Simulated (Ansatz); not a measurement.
Relaxed-ion elastic tensor of TiN (rock salt, Fm-3m) in GPa (Voigt order), the program Ansatz at the r²SCAN level (PAW); density 5.42 g/cm³, 9.48 Å³ per atom.

```
616  135  135  0.0  0.0  0.0
135  616  135  0.0  0.0  0.0
135  135  616  0.0  0.0  0.0
0.0  0.0  0.0  180  0.0  0.0
0.0  0.0  0.0  0.0  180  0.0
0.0  0.0  0.0  0.0  0.0  180
```

### Question
Is the crystal mechanically stable?

### Answer
Yes: the smallest eigenvalue of C is 180 GPa.

### Question
Work out the Voigt, Reuss and Hill averages.

### Answer
K_V = 296, K_R = 296, K_H = 296; G_V = 204, G_R = 200, G_H = 202 GPa.

### Question
Give Young's modulus, Poisson's ratio, Pugh's ratio and the universal anisotropy index.

### Answer
E = 9KG/(3K + G) = 494 GPa; ν = 0.22; K/G = 1.46 (brittle by the Pugh limit of 1.75); A_U = 5G_V/G_R + K_V/K_R − 6 = 0.10.

### Question
Estimate the sound speeds and the Debye temperature.

### Answer
v_l = √((K + 4G/3)/ρ) = 10200 m/s, v_t = √(G/ρ) = 6100 m/s, mean 6760 m/s; Θ = (h/k)(3n/4πV)^(1/3) v_m = 950 K.

### Question
Give the Zener ratio and Young's modulus along [100], [110] and [111].

### Answer
A = 2C44/(C11 − C12) = 0.75; 1/E = S11 − 2(S11 − S12 − S44/2)Γ with Γ = 0, 1/4, 1/3 gives 567, 473, 449 GPa.

### Question
Solve the Christoffel equation for the three sound speeds along [100], [110], [111].

### Answer
Eigenvalues of C_ijkl n_j n_l equal ρv². In km/s, slowest first: [100] 5.76, 5.76, 10.66; [110] 5.76, 6.66, 10.12; [111] 6.37, 6.37, 9.94.

The cell was relaxed with r²SCAN under the symmetry of its start; of distortions, only those at the zone centre were tested. No spin polarisation was allowed. With an odd number of electrons in the cell and no spin polarisation, the count alone makes it a metal. As this level gives no gap, shear constants depend on the k-mesh and smearing (Fermi–Dirac, 0.1 eV here).

Potentials: the later of the program's two PAW sets.
